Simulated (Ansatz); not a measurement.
One crystal and one scan (energy against volume) at two levels, PBE (plane waves to 420 eV, PAW, scalar-relativistic; Ansatz, an electronic-structure program) and r2SCAN (plane waves to 500 eV, PAW, scalar-relativistic; Ansatz), each from its own relaxed cell and on its own mesh. The cell shown is that of PBE.

ZnO (wurtzite)

```xyz
4
Lattice="3.2799 0.0000 0.0000 -1.6400 2.8405 0.0000 0.0000 0.0000 5.2941" Properties=species:S:1:pos:R:3 pbc="T T T"
Zn     1.6400     0.9468     0.0113
Zn     0.0000     1.8937     2.6584
O      1.6400     0.9468     3.2985
O      0.0000     1.8937     0.6515
```

This relaxed cell (volume V₀) is scaled evenly in all directions, its shape held. The atoms relax within the cell's symmetry.

The energy includes the smearing's −TS. The PAW data are Ansatz's earlier set. ZnO was relaxed with its symmetry unable to fall. With the shape held, the modulus is that of even scaling; a crystal free to change shape is softer. Percentages come from the unrounded values. Both scans cover V/V₀ from 0.840 to 1.160.

```csv
quantity,PBE,r2SCAN,PBE − r2SCAN
Lattice constant a (Å),3.280,3.235,+0.045 (+1.4 %)
Lattice constant c (Å),5.294,5.211,+0.083 (+1.6 %)
Relaxed volume (Å³/atom),12.33,11.81,+0.52 (+4.4 %)
"Band gap of the relaxed cell, no spin-orbit coupling (eV)",0.74,1.23,-0.49 (-40 %)
Pressure at the smallest volume (GPa),33.2,38.3,-5.1 (-13 %)
Energy cost of the largest compression (meV/atom),174.4,192.9,-18.5 (-9.6 %)
Energy cost of the largest expansion (meV/atom),97.2,107.7,-10.5 (-9.8 %)
Bulk modulus at fixed cell shape B₀ (third-order Birch-Murnaghan fit) (GPa),129.1,149.3,-20.2 (-14 %)
Pressure derivative B₀′ (fit),4.4,4.4,0.0
Pressure for 5 % compression (fit) (GPa),7.4,8.6,-1.2 (-14 %)
```

PBE gives the higher value for: lattice constant a; lattice constant c; relaxed volume. PBE gives the lower value for: band gap of the relaxed cell, no spin-orbit coupling; pressure at the smallest volume; energy cost of the largest compression; energy cost of the largest expansion; bulk modulus at fixed cell shape B₀; pressure for 5 % compression. They agree on: pressure derivative B₀′ (within 1.5 %).

ΔE (meV/atom), each from the relaxed starting cell of its own level:

```csv
V/V₀,PBE,r2SCAN
0.840,174.4,192.9
0.867,114.5,126.7
0.893,69.4,76.8
0.920,37.0,40.9
0.947,15.6,17.3
0.973,3.7,4.1
1.000,0.0,0.0
1.027,3.4,3.7
1.053,12.9,14.2
1.080,27.7,30.6
1.107,47.1,52.1
1.133,70.4,78.0
1.160,97.2,107.7
```

(A scan under strain: stresses follow from slopes of the energy per volume, elastic moduli from its curvatures.)
